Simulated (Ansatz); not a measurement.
Data:

HfGeTe:
```cif
data_Ge2Hf2Te2
_chemical_formula_sum 'Hf2 Te2 Ge2'
_space_group_name_H-M_alt 'P4/nmm :1'
_space_group_IT_number 129
_space_group_name_Hall 'P 4ab 2ab -1ab'
_cell_length_a 3.87549
_cell_length_b 3.87549
_cell_length_c 8.56780
_cell_angle_alpha 90.000
_cell_angle_beta 90.000
_cell_angle_gamma 90.000
loop_
_space_group_symop_operation_xyz
  'x, y, z'
  '-y+1/2, x+1/2, z'
  '-x, -y, z'
  'y+1/2, -x+1/2, z'
  'x+1/2, -y+1/2, -z'
  '-y, -x, -z'
  '-x+1/2, y+1/2, -z'
  'y, x, -z'
  '-x+1/2, -y+1/2, -z'
  'y, -x, -z'
  'x+1/2, y+1/2, -z'
  '-y, x, -z'
  '-x, y, z'
  'y+1/2, x+1/2, z'
  'x, -y, z'
  '-y+1/2, -x+1/2, z'
loop_
_atom_site_label
_atom_site_type_symbol
_atom_site_symmetry_multiplicity
_atom_site_Wyckoff_symbol
_atom_site_fract_x
_atom_site_fract_y
_atom_site_fract_z
_atom_site_occupancy
Hf1 Hf 2 c 0.00000 0.50000 0.24441 1
Te1 Te 2 c 0.50000 0.00000 0.37661 1
Ge1 Ge 2 a 0.00000 0.00000 0.00000 1
```

This is the r²SCAN-relaxed structure.

**Question.** All from plane-wave PAW r²SCAN (Ansatz code), unless another level is named. Give the electronic character.

**Answer.** metallic (no gap).

**Question.** Predict the density of states at the Fermi level.

**Answer.** 0.03 states/eV per atom (mean over ±0.08 eV).

**Question.** Give the formation energy from the elements (no fitted shifts).

**Answer.** -0.73 eV/atom.

The workflow started from an entry of the Crystallography Open Database (COD). Whether it is the stable phase at ambient conditions was not checked. Symmetry was held in the r²SCAN relaxation; whether a distortion lowers the energy is not shown. The run is not spin-polarised. A small band overlap can be real or an error of a semilocal functional. The references are the lowest solids computed at this level, not always the standard phases. Scalar-relativistic: spin–orbit coupling is off unless named, which matters more the heavier the elements.

Potentials: the later of the program's two PAW sets.
